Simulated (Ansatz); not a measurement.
Zn4Te3S:
```
Zn4Te3S
1.0
    4.21112     0.00000     0.00000
    0.00000     4.21112     0.00000
    0.00000     0.00000    11.79336
Zn S Te
4 1 3
Direct
  0.50000   0.00000   0.60169
  0.00000   0.50000   0.39831
  0.50000   0.00000   0.13322
  0.00000   0.50000   0.86678
  0.50000   0.50000   0.50000
  0.00000   0.00000   0.26575
  0.50000   0.50000   0.00000
  0.00000   0.00000   0.73425
```

Relaxed with r²SCAN.

Problem. Tabulate the valence density and the electron localisation function along the shortest Te–Zn contact (2.62 Å), r²SCAN in the plane-wave PAW code Ansatz.

Solution. 

```
distance from Te (Å)  density (e/Å³)   ELF
--------------------  --------------  ----
0.26                           14.14  0.02
0.39                            9.60  0.05
0.52                            5.55  0.12
0.66                            2.79  0.24
0.79                            1.36  0.38
0.92                            0.81  0.51
1.05                            0.63  0.63
1.18                            0.51  0.71
1.31                            0.43  0.68
1.44                            0.39  0.47
1.57                            0.40  0.27
1.70                            0.49  0.18
1.84                            0.73  0.14
1.97                            1.36  0.08
2.10                            3.39  0.03
2.23                            9.39  0.00
2.36                           22.23  0.00
```

The density is the valence pseudo-density with augmentation charge, so density and ELF within about 1 Å of a nucleus are not all-electron values.

Space group P-4m2. The start of the workflow was typed in or built on a structure type; neither database checked (COD, Materials Project) lists it. Its standing as an ambient phase is unchecked. Symmetry was held in the r²SCAN relaxation; whether a distortion lowers the energy is not shown. Spin–orbit coupling is left out wherever it is not named.

Potentials: the earlier of the program's two PAW sets.
